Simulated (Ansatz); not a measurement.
GaAs in space group P6_222 (No. 180; Ga on 3d, As on 3c), the program Ansatz at the PBE level (PAW), all energies at zero smearing, with the estimated change up to a 700 eV cutoff added, with one set of potentials and settings (totals compare only within such a set). Cell of 6 atoms (3 Ga, 3 As): -25918.436 eV.

```tsv
element	reference phase	E (eV/atom)
Ga	Cmce, 4 atoms in the cell	-3783.0209
As	R-3m, 2 atoms in the cell	-4856.1377
```

Formation energy per atom, worked out: (-25918.436 − 3×(-3783.0209) − 3×(-4856.1377))/6 = -0.160 eV/atom (-15 kJ per mol of atoms), at 0 K, without zero-point energy or fitted corrections.

The start of the workflow was typed in or built on a structure type; neither database checked (COD, Materials Project) lists it. It is not the phase usual at ambient conditions (space group No. 216). The cell was relaxed with PBE under the symmetry of its start; its stability against distortions is not shown here. The references are the lowest solids computed at this level, not always the standard phases.

Potentials: the later of the program's two PAW sets.
